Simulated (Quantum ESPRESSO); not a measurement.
**ZnCd3Te4 (changed cell): magnetic shieldings**

```
CELL_PARAMETERS angstrom
      6.50874     0.00000     0.00000
      0.00000     6.50874     0.00000
      0.00000     0.00000     6.50874
ATOMIC_POSITIONS crystal
  Zn 0.00000 0.00000 0.00000
  Te 0.23978 0.23978 0.76022
  Cd 0.00000 0.50000 0.50000
  Te 0.23978 0.76022 0.23978
  Cd 0.50000 0.00000 0.50000
  Te 0.76022 0.23978 0.23978
  Cd 0.50000 0.50000 0.00000
  Te 0.76022 0.76022 0.76022
```
The cell was made here from a computed Materials Project entry: one of 4 Cd replaced by Zn, cell and atoms relaxed (PBE without dispersion, pw.x of a modified build of Quantum ESPRESSO, symmetry kept). The parent is CdTe in F-43m. The swapped cell is a model, not a known phase. Stability against distortions was not tested.

These are absolute shieldings with no macroscopic susceptibility term; δ = σ_ref − σ needs a reference computed alike. In our sweeps, cutoffs and meshes of this size left a few ppm, and up to some 20 ppm on atoms from Zn on. No spin–orbit coupling; Te is the heaviest element present. No d partial waves on Te: the paramagnetic term there is incompletely reconstructed. With so small a Kohn–Sham gap, σ hangs strongly on the functional and the mesh.

Ω = σ33 − σ11 of the symmetric part; where symmetry doesn't make it nil, it is less certain than σ_iso.

Question: What do the calculations give at each independent site (shieldings by PBE GIPAW (Quantum ESPRESSO, JTH PAW datasets), 20 Ha, k-mesh 6×6×6 shifted, f-sum rule met within 0.013 %)?

Answer: 
```json
[
 {"site": "Zn (atom 1)", "site symmetry": "-43m", "σ_iso (ppm)": "1368", "span Ω (ppm)": "0"},
 {"site": "Te (atoms 2, 4, 6, 8)", "site symmetry": "3m", "σ_iso (ppm)": "3346", "span Ω (ppm)": "1"},
 {"site": "Cd (atoms 3, 5, 7)", "site symmetry": "-42m", "σ_iso (ppm)": "2965", "span Ω (ppm)": "32"}
]
```
